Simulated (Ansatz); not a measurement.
NbSnS:
```yaml
crystal:
  lattice:
    - [3.87278, 0.00000, 0.00000]
    - [0.00000, 3.87278, 0.00000]
    - [0.00000, 0.00000, 7.72878]
  atoms:
    - { symbol: Nb, position: [0.00000, 0.50000, 0.71029] }
    - { symbol: Nb, position: [0.50000, 0.00000, 0.28971] }
    - { symbol: Sn, position: [0.00000, 0.00000, 0.00000] }
    - { symbol: Sn, position: [0.50000, 0.50000, 0.00000] }
    - { symbol: S, position: [0.50000, 0.00000, 0.62176] }
    - { symbol: S, position: [0.00000, 0.50000, 0.37824] }
```
The run is spin-polarised; directions of the spins, atom by atom: 0 0 0 0 0 0.

Relaxed with the program Ansatz at the r²SCAN level (PAW). Indices refer to the conventional cell of P4/nmm, a = 3.873 Å, b = 3.873 Å, c = 7.729 Å, α = 90.00°, β = 90.00°, γ = 90.00°.

Problem. Simulate the powder diffraction pattern (Cu Kα, λ = 1.54184 Å; lines above 1 %) up to 2θ = 90°.

Solution. Simulated powder pattern, Cu Kα, λ = 1.54184 Å (kinematic, ideal powder, no thermal factors, no anomalous dispersion; the 30 strongest lines at most, above 1 %, up to 2θ = 90°):

```tsv
2θ (°)	d (Å)	I/Imax (%)	hkl
11.45	7.729	59	(001)
23.01	3.864	3.4	(002)
25.73	3.462	38	(101)
34.75	2.581	100	(111)
34.82	2.576	38	(003)
40.37	2.234	96	(112)
42.13	2.145	18	(103)
46.92	1.936	46	(200)
47.03	1.932	7.4	(004)
48.46	1.878	7.4	(201)
48.52	1.876	1.6	(113)
52.96	1.729	7.2	(104)
54.28	1.690	9.8	(211)
58.46	1.579	7.6	(114)
59.74	1.548	30	(203)
64.87	1.437	9.7	(213)
68.53	1.369	14	(220)
68.62	1.368	9.3	(204)
69.75	1.348	2.4	(221)
69.88	1.346	16	(115)
73.42	1.290	5.3	(214)
74.52	1.273	1.9	(301)
78.21	1.222	5.2	(106)
79.19	1.210	17	(311)
79.23	1.209	13	(223)
82.65	1.167	23	(312)
82.81	1.166	4.8	(116)
83.82	1.154	2.4	(303)
87.27	1.117	4.9	(224)
88.57	1.104	2.3	(007)
```

The start of the workflow was typed in or built on a structure type; neither database checked (COD, Materials Project) lists it. Whether it is the stable phase at ambient conditions was not checked. The cell was relaxed with r²SCAN under the symmetry of its start; its stability against distortions is not shown here. Magnetic state: ferromagnetic, chosen from 2 collinear starts compared on coarse meshes (ties went to the first, and starts can fall back to one state), not a proven ground state. Other orbital occupations within this spin state were not tried. No Hubbard U is applied. Spin–orbit coupling is left out wherever it is not named.

Potentials: the later of the program's two PAW sets.
